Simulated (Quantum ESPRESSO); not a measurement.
# MgZn3O4: convergence and cost over cutoff and k mesh

Simulated, not a measurement. The program is pw.x of Quantum ESPRESSO 7.5 (plane-wave density functional theory). The cell is made up: 8 atoms on a rocksalt lattice, with randomly drawn elements, strain and displacements, not relaxed. PseudoDojo standard norm-conserving files (v0.5 for PBE, v0.4.1 for LDA and PBEsol) set the functional; there is no spin polarisation, spin-orbit coupling or dispersion term, and the masses in the input are unused placeholders.

Input of the run in row 2:

```
&control calculation='scf', pseudo_dir='./dojo.nc.sr.pbe.v0_5.standard.upf', outdir='./o', disk_io='low', tprnfor=.true., tstress=.true. /
&system ibrav=0, nat=8, ntyp=3, nbnd=53, ecutwfc=84.00895049, nosym=.true., tot_charge=0,
 occupations='smearing', smearing='fd', degauss=0.0018374661
/
&electrons conv_thr=7.350e-09, electron_maxstep=60, /
ATOMIC_SPECIES
Mg 1.0 Mg.upf
O 1.0 O.upf
Zn 1.0 Zn.upf
CELL_PARAMETERS angstrom
4.4753 -0.0053 -0.0216
-0.0053 4.4913 0.0293
-0.0216 0.0293 4.4179
ATOMIC_POSITIONS angstrom
Mg -0.0017 0.0416 -0.0478
Zn -0.0225 2.2366 2.2488
Zn 2.2691 0.0157 2.1405
Zn 2.2542 2.2555 -0.0112
O 2.2262 -0.1331 -0.0651
O 2.2065 2.1844 2.1839
O 4.454 -0.0232 2.2001
O 4.4896 2.2534 -0.014
K_POINTS automatic
4 4 4 1 1 1
```

The same cell was run at these settings. Meshes are shifted by half a step, and differences are from the last row, which is itself not exact.

| cutoff (eV) | k mesh | k points solved | threshold (eV) | free energy less the last row's (eV) | pressure (GPa) | largest stress difference (GPa) | largest force difference (eV/Å) | iterations | wall time (s) | k-point pools | processor |
| --- | --- | --- | --- | --- | --- | --- | --- | --- | --- | --- | --- |
| 800 | 2 x 2 x 2 | 4 | 1e-04 | 5.204 | -93.77 | 82.00 | 0.047 | 9 | 8 | 4 | Intel Xeon, 2023 or later |
| 1143 | 4 x 4 x 4 | 32 | 1e-07 | 0.002 | -12.20 | 0.04 | 0.002 | 11 | 39 | 4 | Intel Xeon, 2023 or later |
| 1437 | 6 x 6 x 6 | 108 | 1e-07 | 0.000 | -12.16 | 0.00 | 0.000 | 11 | 178 | 4 | Intel Xeon, 2023 or later |

Each pool is one process. Wall times include start-up and a band step at six k points, which weighs most on the coarsest meshes. The runs were on shared virtual cores whose load varied, so times are rough.